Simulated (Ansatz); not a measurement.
All numbers below come from Ansatz 0.2.0, DFT PBE, scalar-relativistic, plane waves, PAW. Plane waves to 420 eV, a 10×6×4 mesh through Γ for the 10-atom cell and 0.02 eV Gaussian smearing; no spin polarisation.

Energies over the elements count from the elements' standard structures at the same level (O₂ as a molecule), with no fitted energy shifts.

Problem. Find a candidate triclinic semiconductor with formula AlGa3O6, with a gap near 2.4 eV, a formation energy near −2.03 eV/atom and about 12 Å³ per atom, in a cell of 10 atoms.

Solution. AlGa3O6, space group P1 (No. 1). Around Al lie 4 O at 1.76–1.84 Å; around Ga on its first site lie 6 O at 1.94–2.14 Å; Ga on its second site is surrounded by 4 O at 1.84–1.89 Å; O on its first site has 2 Ga at 1.84–1.86 Å and 1 Ga at 1.99 Å; 6 more sites not described.

```
Al Ga O
1.0
     3.05397    0.00000    0.00000
     0.58375    4.92085    0.00000
     0.44539    1.51027    7.87185
Al Ga O
1 3 6
Direct
  0.62272 0.33226 0.10044
  0.28587 0.96018 0.84215
  0.21193 0.80200 0.28300
  0.75208 0.48139 0.64536
  0.71610 0.69667 0.40879
  0.36929 0.67888 0.07923
  0.29046 0.27435 0.63417
  0.81782 0.76275 0.76277
  0.73365 0.17756 0.92017
  0.13147 0.19066 0.21224
```

| Item | Value |
| --- | --- |
| Volume per atom | 11.83 Å³ |
| Density | 4.66 g/cm³ |
| Formation energy | −2.034 eV/atom |
| Gap on the 10×6×4 mesh of the 10-atom cell | 2.43 eV |

The structure comes from a generated guess, relaxed at this level; another structure or a mixture of phases may lie lower. The answer needn't be unique; the calculation gave this one.

Kohn–Sham gaps at this level usually fall short of measured ones. A later test with randomly moved atoms came back to the same energy, though modes that don't fit the test's cell weren't probed.
